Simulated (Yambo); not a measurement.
Given:

```
AlSb
1.0
    0.00000     3.10830     3.10830
    3.10830     0.00000     3.10830
    3.10830     3.10830     0.00000
Al Sb
1 1
Direct
  0.00000   0.00000   0.00000
  0.25000   0.25000   0.25000
```

Workflow: norm-conserving PBE (stringent potentials; Quantum ESPRESSO, 100 Ry, no spin-orbit coupling), then G0W0 in Yambo (4×4×4 Γ-centred k mesh, bands 5 to 255 and a 15 Ry block in the screening, 255 bands in G with the Bruneval-Gonze terminator, plasmon pole fitted at 27.2 eV).

Q: Give the PBE and G0W0 gaps between the band edges found on this mesh, and say where the edges lie.

A: Edges: Γ → L. PBE: 1.25 eV; G0W0: 1.86 eV. Convergence of the G0W0 settings was not tested. Without spin-orbit coupling, band edges of such heavy elements can be off by tenths of an eV.

Geometry strained from the cell relaxed with PBEsol, atoms relaxed again.
